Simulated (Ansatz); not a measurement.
Values for one crystal, relaxed and computed with plane-wave PAW r²SCAN (Ansatz code); other levels are named.

```yaml
volume_per_atom: 15.92 Å³
electronic_character: metallic (no gap)
Density of states at the Fermi level: 0.13 states/eV per atom (mean over ±0.08 eV)
Formation energy from the elements (no fitted shifts): -0.58 eV/atom
```

Problem. Pick the material that matches.
A) SiSnPt5, P4/mmm (Si on 1b, Sn on 1c, Pt on 4i, Pt on 1a)
B) Tl2Pd3Se2, R-3m (Tl on 3a, Tl on 3b, Pd on 9e, Se on 6c)
C) Si2Mo, MoSi2 or CaC2 type
D) Si2W, MoSi2 or CaC2 type

Solution. A, SiSnPt5, P4/mmm (Si on 1b, Sn on 1c, Pt on 4i, Pt on 1a)

The first step of the workflow began from a Materials Project structure, measured or hypothetical; the Crystallography Open Database copy checked does not list it. Its standing as an ambient phase is unchecked. Symmetry was held in the r²SCAN relaxation; its stability against distortions is not shown here. The run is not spin-polarised. The references are the lowest solids computed at this level, not always the standard phases. Scalar-relativistic: spin–orbit coupling is off unless named, which matters more the heavier the elements.

Potentials: the later of the program's two PAW sets.
